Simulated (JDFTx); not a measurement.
Reference run:

Co(0001) slab cut from bulk Co (space group P6_3/mmc, indices of the conventional cell, lattice of the Materials Project entry mp-54, not re-optimised): 4 atoms in 4 planes, a 1x1 cell of 5.29 Å² (|a| = 2.472, |b| = 2.472 Å), 6.0 Å between the outermost planes, cell height 22.0 Å, 12×12×1 k mesh, Fermi smearing 0.004 Ha, spin-polarised from a ferromagnetic start.

The reference is PBE, GBRV ultrasoft potentials, plane waves to 20/100 Ha; code: a modified build of JDFTx. Unrelaxed; liquid: linear PCM (GLSSA13), water, 1 M NaF. SHE scale: U = −μ/e − 4.44 V, by convention.

| slab thickness | work function (eV) | U_pzc (V) | mean C below U_pzc (μF/cm²) | k states × plane waves | cycles, vacuum run | rough core time, vacuum run |
|---|---|---|---|---|---|---|
| 2 atoms, 2.0 Å | ? | ? | 15 over 0.5 V | 38 × 2745 | 27 | 3 min |
| 3 atoms, 4.0 Å | 5.03 | 0.31 | 15 over 0.5 V | 38 × 3050 | 29 | 7 min |
| 4 atoms, 6.0 Å | 5.01 | 0.30 | 15 over 0.5 V | 38 × 3355 | 32 | 10 min |

Problem. Some entries are withheld; supply them.

Solution. 
- 2 atoms, 2.0 Å, work function (eV): 5.08
- 2 atoms, 2.0 Å, U_pzc (V): 0.36

Core times come from shared machines and are rough, one run each.
